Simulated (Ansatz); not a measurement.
**Ag: zone-centre modes**

These are results of DFT PBEsol, scalar-relativistic, plane waves, PAW (Ansatz), not measurements. Settings: plane waves to 420 eV, k-mesh 18×18×10 (Γ-centred), Gaussian smearing 0.15 eV. No spin polarisation.

The starting cell (as given, not relaxed at this level; this bcc form isn't the usual structure):

```
CELL_PARAMETERS angstrom
-1.65565 1.65565 1.65565
1.65565 -1.65565 1.65565
3.31131 3.31131 0.00000
ATOMIC_POSITIONS crystal
Ag 0.00000 0.00000 0.00000
Ag 0.50000 0.50000 0.50000
```

Harmonic modes by finite displacements of 0.02 Å, without the LO–TO term. The cell doubles the primitive one, so its zone centre also holds the primitive cell's point q = (0, 0, 1/2).

Question: At this geometry, is the structure stable against these modes?

Answer: No: 1 mode is unstable, the strongest at 27i cm⁻¹.

Question: List the wavenumbers in cm⁻¹.

Answer: 27i, 0, 0, 0, 97, 142.

Cost: 1 run of about 1 core-minutes, on Intel Xeon 6975P-C (Granite Rapids) (shared hosts).